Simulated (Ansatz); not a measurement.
An Ansatz (a first-principles code) run. Input:

Ansatz 0.2 input:
```yaml
crystal:
  lattice:
    - [3.0715036239, 0.0, 0.0]
    - [0.0, 3.0715036239, 0.0]
    - [0.0, 0.0, 3.0715036239]
  atoms:
    - { symbol: Ti, position: [0.5, 0.5, 0.5] }
    - { symbol: Rh, position: [0.0, 0.0, 0.0] }
kpoints:
  mp_grid: { grid: [28, 28, 28] }
hamiltonian:
  xc: pbesol
  pseudopotentials: { kind: paw }
scf:
  occupations: { method: fermi_dirac, width: 0.1 }
elastic: { mode: relaxed_ion, stencil: two_point, amplitude: 0.005, f_tol: 0.0005 }
```

Output (shortened):

```
Pseudopotentials: kind: paw
Pseudopotential: Ti, paw, valence charge 12
Pseudopotential: Rh, paw, valence charge 17
Functional definition: PBEsol
Crystal: 2 atoms, lattice volume = 28.977 Å³
Basis set: ecut = 420 eV, 587 PW (Γ), exchange–correlation on 48×48×48 points (8 copies of the dense FFT grid, shifted against one another)
Bands: 19, of which v1, the nominal top of the filled ones, is band 15 counted from 1 (14 counted from 0)
Symmetry: 48 space group operations
Space group: Pm-3m (ITA 221), of the structure as read, at distance tolerance 3.1e-5 Å
k-points: 680 of 21952
PAW frozen core: Ti, regenerated for the run's functional, and the local potential with it
PAW frozen core: Rh, regenerated for the run's functional, and the local potential with it
Initial wavefunctions: pseudopotential atomic-orbital guess
Eigensolver: davidson
Functional: x = pbesol(κ = 0.804, μ = 0.12345679012345678), c = pbesol(β = 0.046)
all-band conjugate gradients solve this SCF's bands
SCF 1 converged in 8 iterations: F = -8814.138847 eV  dr2 = 6.89e-14
density extrapolation: transplant  |δρ|_rms = 5.569e-2 e/Å³  SAD shift = 9.562e-3 e/Å³
Crystal: 2 atoms, lattice volume = 28.832 Å³
Symmetry: 16 space group operations
k-points: 1800 of 21952
Initial density: handed on by an earlier stage of this run
Initial wavefunctions: those handed on with the density
SCF 2 converged in 9 iterations: F = -8814.138405 eV  dr2 = 7.55e-14
density extrapolation: first-order (α = -2.000)  |δρ|_rms = 5.569e-2 e/Å³  SAD shift = 9.487e-3 e/Å³
Crystal: 2 atoms, lattice volume = 29.122 Å³
SCF 3 converged in 7 iterations: F = -8814.138560 eV  dr2 = 1.25e-14
density extrapolation: transplant  |δρ|_rms = 5.569e-2 e/Å³  SAD shift = 5.350e-3 e/Å³
Crystal: 2 atoms, lattice volume = 28.977 Å³
Symmetry: 8 space group operations
k-points: 3165 of 21952
SCF 4 converged in 7 iterations: F = -8814.138700 eV  dr2 = 1.08e-14
density extrapolation: first-order (α = -2.000)  |δρ|_rms = 5.569e-2 e/Å³  SAD shift = 5.350e-3 e/Å³
Crystal: 2 atoms, lattice volume = 28.977 Å³
SCF 5 converged in 6 iterations: F = -8814.138700 eV  dr2 = 5.86e-15
SCF converged after 8 iterations
Free energy (F): -8814.138847 eV
Harris-Foulkes:  -8814.138847 eV  (|F-HF|=0.00e0)
Internal energy: -8814.050021 eV  (E = F + TS)
E sigma→0 (E₀):  -8814.094434 eV
Entropy (-TS):   -0.088826 eV (-44.413 meV/atom)
Fermi energy:    19.161120 eV
--- Per-component energies (eV) ---
  E_band       = -242.804420
  E_kinetic    = 847.843255
  E_local      = -2419.002187  (includes V_loc(G=0)·N_el)
  E_nonlocal   = 365.033020
  E_hartree    = 903.317392
  E_xc         = -318.731716
  E_vxc        = -401.359418  (∫ρ·V_xc dr)
  E_paw        = -4546.161944  (= ΣΔE_a)
  E_vpaw       = -441.954817  (= ΣTr[D̂ρ^β])
  E_aug_tail   = 0.000939  (compensation charges beyond the density's cutoff)
  E_ewald      = -3646.764363
  E_core_change = 0.415584  (= ΣΔE_core)
  E_smearing   = -0.088826  (= −TS)
  E_closure    =  0.000000  (closes the sum)
  Σ components = -8814.138847   (vs F -8814.138847, Δ=0.00e0)
--- Forces (eV/Å), atoms counted from 1 ---
  atom   1  Ti     0.00000000     0.00000000     0.00000000
  atom   2  Rh     0.00000000     0.00000000     0.00000000
  max |Σ_I F_I| component: 0.0 eV/Å
--- Stress (GPa, compression-positive) ---
        0.082669       0.000000       0.000000
        0.000000       0.082669       0.000000
        0.000000       0.000000       0.082669
  P = ⅓ Tr σ = 0.0827 GPa (0.827 kbar)
  The stress holds the Pulay correction. Without it, at fixed plane waves, as pw.x and ABINIT print it: P = 0.0298 GPa
  The stress includes an estimate of the error left by incomplete SCF convergence (largest component 0.0000 GPa).
--- Band table (eV; the first three rows and the last of 680) ---
  k-point 0: bands = ["-59.7672", "-38.0957", "-27.6579", "-27.6579", "-27.6579", "-14.3384", "-14.3384", "-14.3384", "11.4357", "13.6902", "13.6902", "16.6941", "16.6941", "16.6941", "19.9724", "19.9724", "21.7527", "21.7527", "21.7527"]
  k-point 1: bands = ["-59.7671", "-38.0954", "-27.6590", "-27.6577", "-27.6577", "-14.3416", "-14.3384", "-14.3384", "11.4618", "13.7017", "13.7082", "16.6896", "16.6896", "16.7011", "19.9514", "19.9801", "21.7086", "21.7086", "21.7414"]
  k-point 2: bands = ["-59.7669", "-38.0948", "-27.6623", "-27.6573", "-27.6573", "-14.3508", "-14.3382", "-14.3382", "11.5396", "13.7361", "13.7614", "16.6765", "16.6765", "16.7219", "19.8893", "20.0026", "21.5833", "21.5833", "21.7079"]
  k-point 679: bands = ["-59.7473", "-38.0305", "-27.7367", "-27.7367", "-27.7367", "-14.5339", "-14.5339", "-14.5339", "14.9562", "14.9562", "14.9562", "17.2452", "17.2452", "17.2452", "18.3505", "18.3505", "21.7031", "21.7031", "27.5262"]
  band table: 19 of 19 bands, residual norms ≤ 1.0e-3 eV
--- Elastic constants: 2 strain directions × 2 members + reference (group order 48) ---
  dense FFT box of the reference and of every strained cell: 24×24×24
  strains applied: 11, 23; error gains: componentwise 1.00 (the most a stress slope's error grows in a printed constant), spectral 1.73 (1 for all six strains …
  C = ∂σ_k/∂η_j (tension-positive GPa; Voigt order 11 22 33 23 13 12):
       160.992    229.197    229.197      0.000      0.000      0.000
       229.197    160.992    229.197      0.000      0.000      0.000
       229.197    229.197    160.992      0.000      0.000      0.000
         0.000      0.000      0.000     64.998      0.000      0.000
         0.000      0.000      0.000      0.000     64.998      0.000
         0.000      0.000      0.000      0.000      0.000     64.998
  reference stress σ⁰ (GPa):     -0.083     -0.083     -0.083      0.000      0.000      0.000
  moduli (Voigt/Reuss/Hill, GPa): K = 206.46/206.46/206.46   G = 25.36/-400.27/-187.45   E = -806.42   ν = 1.151
  mechanically stable: NO (min eigenvalue of sym C = -68.20 GPa)
  strain η (Voigt 11):  stress-route row diagonal C_11 = 160.99 GPa, energy-path curvature d²(F+E_count+ΔE)/dδ²/Ω₀ = 160.92 GPa
         δ    σ_11 (GPa)             F (eV)   n_scf  n_hpsi   n_pw
    -5.000e-3      -0.8984       -8814.1384052       9  672718    587   relax 0 steps, max|allowed force component| 0.0 eV/Å
     5.000e-3       0.7116       -8814.1385595       7  533826    587   relax 0 steps, max|allowed force component| 0.0 eV/Å
  strain η (Voigt 23):  stress-route row diagonal C_44 = 65.00 GPa, energy-path curvature d²(F+E_count+ΔE)/dδ²/Ω₀ = 65.04 GPa
         δ    σ_23 (GPa)             F (eV)   n_scf  n_hpsi   n_pw
    -5.000e-3      -0.3250       -8814.1386996       7  1005915    587   relax 0 steps, max|allowed force component| 0.0 eV/Å
     5.000e-3       0.3250       -8814.1386996       6  861793    587   relax 0 steps, max|allowed force component| 0.0 eV/Å
```

Cost: about 7 core-minutes (a rough figure) on shared cores.

The workflow started from a Materials Project entry (that database holds measured and hypothetical structures alike); the Crystallography Open Database copy checked does not list it. COD files the formula under space group No. 123. Whether it is the stable phase at ambient conditions was not checked. Symmetry was held in the PBEsol relaxation. At this level the phase is mechanically unstable. No spin polarisation was allowed. As this level gives no gap, shear constants depend on the k-mesh and smearing (Fermi–Dirac, 0.1 eV here). Scalar-relativistic: spin–orbit coupling is off unless named, which matters more the heavier the elements.

Potentials: the later of the program's two PAW sets.

Ansatz is a plane-wave DFT program.
